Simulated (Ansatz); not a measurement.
According to r²SCAN in the plane-wave PAW code Ansatz, Cu3Sb in the hexagonal phase (P6/mmm; Sb on 1a, Cu on 1b, Cu on 2c) relaxes to a = 4.478 Å, c = 4.890 Å. Cu on 1b has 2 nearest neighbours from 2.44 Å (linear). Against the elements it lies at 0.45 eV/atom, with no fitted shifts.

Electronic character: metallic (no gap). Gap from r²SCAN with spin–orbit coupling: none (metallic).

An equation-of-state fit gives a bulk modulus of 664 kbar. Bader charges are Sb -0.29, Cu +0.07 to +0.14 e.

The start of the workflow was typed in or built on a structure type; neither database checked (COD, Materials Project) lists it. Its standing as an ambient phase is unchecked. The r²SCAN relaxation kept the symmetry of its start; whether a distortion lowers the energy is not shown. No spin polarisation was allowed. Its formation energy is positive at this level, so the cell may be metastable or incomplete. The references are the lowest solids computed at this level, not always the standard phases. Spin–orbit coupling is left out wherever it is not named.

Potentials: the later of the program's two PAW sets.
